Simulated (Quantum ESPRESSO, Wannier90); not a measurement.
**Tight-binding from DFT: SrAlGe (P-6m2)**

```
CELL_PARAMETERS angstrom
      4.29652     0.00000     0.00000
     -2.14826     3.72090     0.00000
      0.00000     0.00000     4.77902
ATOMIC_POSITIONS crystal
  Sr 0.00000 0.00000 0.00000
  Al 0.66667 0.33333 0.50000
  Ge 0.33333 0.66667 0.50000
```

Materials Project entry mp-13311; symmetrised, unrelaxed at this level. Not found in the COD (Crystallography Open Database) copy used; not checked further. Level: PBEsol, no spin polarisation, no spin-orbit coupling; pw.x of Quantum ESPRESSO at 63 Ry with PseudoDojo potentials, 6×6×6 k-points, Wannier90. Density: 12×12×6 mesh, cold smearing 0.01 Ry. Spin-orbit coupling, left out, would split the p-like bands by a few tenths of an eV.

Base run: 14 functions from bands 10-32 of the 32 computed, start hydrogen-like Sr: s;d; Al: s;p; Ge: s;p, centres 0.05 Å off the atoms, frozen window up to 1.50 eV relative to the Fermi level, outer window open. One setting was then changed (edges relative to the Fermi level; misfit to pw.x on a path, for states up to 1.0 eV relative to the Fermi level).

| run | Ω_I (Å²) | rms misfit (meV) | worst (meV) |
|---|---|---|---|
| base | 25.70 | 5.2 | 45 |
| changed | 32.04 | 12 | 59 |

Which change was made?
A. frozen window to -0.50 eV
B. frozen window to 0.50 eV
C. only the lowest 18 of the kept bands

C, only the lowest 18 of the kept bands. The others give:

```json
[
 {"run": "frozen window to 0.50 eV", "Ω_I (Å²)": "24.94", "rms misfit (meV)": "42", "worst (meV)": "405"},
 {"run": "frozen window to -0.50 eV", "Ω_I (Å²)": "24.38", "rms misfit (meV)": "148", "worst (meV)": "879"}
]
```
